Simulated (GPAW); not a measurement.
## Moving the functional in HfIn4SiO6

```
CELL_PARAMETERS angstrom
5.69867 0.00381 0.01559
-0.70506 6.10815 -0.00575
-2.73718 -1.39557 6.63076
ATOMIC_POSITIONS crystal
Hf 0.11793 0.01556 0.13292
In 0.38842 0.99901 0.72891
In 0.75865 0.00842 0.49586
In 0.23461 0.48841 0.53300
In 0.59649 0.48211 0.20528
Si 0.86778 0.44029 0.85544
O 0.55316 0.38738 0.79290
O 0.93454 0.38483 0.65596
O 0.98414 0.26218 0.00347
O 0.99083 0.69806 0.98452
O 0.08665 0.06493 0.39374
O 0.48680 0.10883 0.21799
```

The cell comes from a database or a generator and needn't be the stable form of this composition.

Kept alike: task band structure; k mesh 4 × 3 × 3; occupations fermi-dirac, width 0.05 eV; no spin polarisation. Program: GPAW, potentials by row: the program's PAW data sets (release 1.2.1) made for this functional (LDA); GPAW PAW data sets (gpaw-data 1.2.1) (PBE, r2SCAN on files made for PBE); PAW data sets generated for this functional (PBEsol), cutoff 800 eV. The mesh is that of the run's cell of 12 atoms. No spin-orbit coupling.

| functional | band gap (eV) | pressure (GPa) |
| --- | --- | --- |
| LDA | 0.861 | -5.53 |
| PBE | 0.883 | 0.61 |
| PBEsol | 0.831 | -2.62 |
| r2SCAN | 1.074 | -2.73 |

Pressure is positive in compression; the values hold the error of the finite cutoff, so their zero can differ a little from the energy's minimum. Gaps are the smaller of the mesh's and the band path's.

Task: What does the functional change here?

Result: The band gap runs from 0.831 (PBEsol) to 1.074 eV (r2SCAN). From PBE: LDA -0.022; PBEsol -0.052; r2SCAN +0.191. The pressure runs from -5.53 (LDA) to 0.61 GPa (PBE). From PBE: LDA -6.14; PBEsol -3.23; r2SCAN -3.34.
